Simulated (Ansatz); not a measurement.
MgH₂:
```cif
data_H4Mg2
_chemical_formula_sum 'Mg2 H4'
_space_group_name_H-M_alt 'P42/mnm'
_space_group_IT_number 136
_space_group_name_Hall '-P 4n 2n'
_cell_length_a 4.47651
_cell_length_b 4.47651
_cell_length_c 3.00771
_cell_angle_alpha 90.000
_cell_angle_beta 90.000
_cell_angle_gamma 90.000
loop_
_atom_site_label
_atom_site_type_symbol
_atom_site_symmetry_multiplicity
_atom_site_Wyckoff_symbol
_atom_site_fract_x
_atom_site_fract_y
_atom_site_fract_z
_atom_site_occupancy
Mg1 Mg 2 a 0.00000 0.00000 0.00000 1
H1 H 4 f 0.30451 0.30451 0.00000 1
```

Relaxed with PBEsol. PBEsol (plane waves, PAW; program Ansatz) gives a gap of 3.47 eV.

Question: What gap does HSE06 give on the same cell (Ansatz, PAW)?

Answer: 4.80 eV, 1.33 eV more. The hybrid was solved on a coarser mesh and at special points; its gap is the smallest among all of these.

```csv
k,v1 PBEsol,c1 PBEsol,v1 HSE06,c1 HSE06
Γ,-0.47,4.40,[?],[?]
Z,-0.10,6.21,-0.12,7.68
M,-2.89,9.01,[?],[?]
A,-1.03,3.66,[?],[?]
R,-1.19,5.00,[?],[?]
X,-0.54,5.13,-0.57,6.51
```

Question: Top valence (v1) and lowest conduction level (c1) in eV from each method's valence maximum (which need not be a listed point): supply the withheld HSE06 values.

Answer: 
- R, v1 HSE06: -1.19
- R, c1 HSE06: 6.32
- M, v1 HSE06: -3.03
- M, c1 HSE06: 10.53
- A, v1 HSE06: -1.10
- A, c1 HSE06: 5.00
- Γ, v1 HSE06: -0.42
- Γ, c1 HSE06: 5.72

Cost on shared cores: the PBEsol run (SCF on a 6×6×9 mesh, then bands and DOS) very roughly 30 core-seconds, the HSE06 run (SCF on 4×4×5, then a few points) around 90 core-seconds (rough); the tasks are unlike.

Space group P4_2/mnm (rutile). Symmetry was held in the PBEsol relaxation; phonons on a q-mesh show no instability.

Potentials: the later of the program's two PAW sets.
